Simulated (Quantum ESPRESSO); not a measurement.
# Band energies of BaTiO3

```xyz
5
Lattice="3.9904 0.0000 0.0000 0.0000 3.9904 0.0000 0.0000 0.0000 4.1027" Properties=species:S:1:pos:R:3 pbc="T T T"
O      0.0000     1.9952     0.2635
O      1.9952     0.0000     0.2635
O      0.0000     0.0000     2.2522
Ti     0.0000     0.0000     0.4104
Ba     1.9952     1.9952     2.3900
```

PBEsol (Quantum ESPRESSO, PseudoDojo norm-conserving, 84 Ry, with spin-orbit coupling); path ΓXMΓZRAZ,XR,MA; energies in eV from the valence-band maximum.

| k (1/Å) | point | band 40 | band 41 | band 42 | band 43 | band 44 | band 45 | band 46 | band 47 |
|---|---|---|---|---|---|---|---|---|---|
| 0.00 | Γ | -0.39 | 1.81 | 1.81 | 2.21 | 2.21 | 2.24 | 2.24 | 4.12 |
| 0.39 |  | -0.73 | 2.26 | 2.26 | 2.76 | 2.77 | 2.79 | 2.81 | 4.21 |
| 0.79 | X | -1.06 | 2.32 | 2.32 | 3.53 | 3.53 | 3.61 | 3.61 | 4.17 |
| 1.38 |  | -0.15 | 3.37 | 3.38 | 3.64 | 3.64 | 3.89 | 3.90 | 4.55 |
| 1.57 | M | -0.04 | 3.63 | 3.63 | 3.65 | 3.65 | 4.01 | 4.01 | 4.49 |
| 1.76 |  | -0.13 | 3.46 | 3.48 | 3.56 | 3.56 | 3.90 | 3.90 | 4.56 |
| 2.13 |  | -0.51 | 2.67 | 2.70 | 2.95 | 2.95 | 3.13 | 3.14 | 4.62 |
| 2.69 | Γ | -0.39 | 1.81 | 1.81 | 2.21 | 2.21 | 2.24 | 2.24 | 4.12 |
| 3.07 |  | -0.54 | 1.87 | 1.87 | 2.89 | 2.89 | 2.92 | 2.92 | 4.12 |
| 3.45 | Z | -0.69 | 1.93 | 1.93 | 3.52 | 3.52 | 3.55 | 3.55 | 4.12 |
| 4.04 |  | -0.40 | 3.36 | 3.36 | 3.56 | 3.56 | 3.78 | 3.79 | 4.90 |
| 4.24 | R | -0.31 | 3.56 | 3.56 | 3.58 | 3.58 | 3.91 | 3.91 | 4.92 |
| 4.40 |  | -0.31 | 3.57 | 3.58 | 3.63 | 3.63 | 3.93 | 3.93 | 5.22 |
| 4.87 |  | -0.11 | 4.07 | 4.07 | 4.11 | 4.12 | 4.14 | 4.15 | 6.34 |
| 5.03 | A | 0.00 | 4.15 | 4.15 | 4.16 | 4.16 | 4.21 | 4.21 | 6.29 |
| 5.19 |  | -0.11 | 4.09 | 4.09 | 4.10 | 4.10 | 4.13 | 4.13 | 6.38 |
| 5.51 |  | -0.56 | 3.52 | 3.53 | 3.75 | 3.75 | 3.79 | 3.79 | 6.31 |
| 5.98 |  | -0.80 | 2.12 | 2.12 | 3.50 | 3.50 | 3.53 | 3.54 | 4.36 |
| 6.14 | Z | -0.69 | 1.93 | 1.93 | 3.52 | 3.52 | 3.55 | 3.55 | 4.12 |
| 6.14 | X | -1.06 | 2.32 | 2.32 | 3.53 | 3.53 | 3.61 | 3.61 | 4.17 |
| 6.45 |  | -0.90 | 2.76 | 2.76 | 3.55 | 3.55 | 3.65 | 3.65 | 4.67 |
| 6.91 | R | -0.31 | 3.56 | 3.56 | 3.58 | 3.58 | 3.91 | 3.91 | 4.92 |
| 6.91 | M | -0.04 | 3.63 | 3.63 | 3.65 | 3.65 | 4.01 | 4.01 | 4.49 |
| 7.10 |  | -0.04 | 3.70 | 3.70 | 3.72 | 3.72 | 4.04 | 4.04 | 4.92 |
| 7.67 | A | 0.00 | 4.15 | 4.15 | 4.16 | 4.16 | 4.21 | 4.21 | 6.29 |

The PBEsol gap is indirect, 1.81 eV, from A to Γ; the smallest direct gap is 2.20 eV.

Geometry of the Materials Project entry, not relaxed at this level.
